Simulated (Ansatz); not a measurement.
NbNF2:
Space group P4/mmm (No. 123); a = 4.128 Å, b = 4.128 Å, c = 3.876 Å, α = 90.00°, β = 90.00°, γ = 90.00°

```
atom  site  symmetry       x       y       z
----  ----  --------  ------  ------  ------
Nb      1a     4/mmm  0.0000  0.0000  0.0000
N       1b     4/mmm  0.0000  0.0000  0.5000
F       2f      mmm.  0.0000  0.5000  0.0000
```
The run is spin-polarised, in the one order tried: ferromagnetic.

Relaxed at zero pressure with plane-wave PAW PBE (Ansatz code).

Problem. The volume is raised by 6 % and shape and atoms relax at that volume. What pressure results, and how do the axes share the change?

Solution. -6.1 GPa; a 2.4 %, b 2.4 %, c 1.1 %; the energy rises by 20 meV/atom.

Problem. Give the new structure.

Solution. 
Space group P4/mmm (No. 123); a = b = 4.226 Å, c = 3.920 Å, α = β = γ = 90.00°

```tsv
atom	site	symmetry	x	y	z
Nb	1a	4/mmm	0.0000	0.0000	0.0000
N	1b	4/mmm	0.0000	0.0000	0.5000
F	2f	mmm.	0.0000	0.5000	0.0000
```

The phase is kept; no other phase was compared at this pressure.

The start of the workflow was typed in or built on a structure type; neither database checked (COD, Materials Project) lists it. Its standing as an ambient phase is unchecked. The PBE relaxation kept the symmetry of its start; whether a distortion lowers the energy is not shown. Spin order of the final state: ferromagnetic, the only order run, not a proven ground state. The cell computed holds one magnetic atom, so no antiferromagnetic order was within reach. No Hubbard U is applied.

Potentials: the later of the program's two PAW sets.
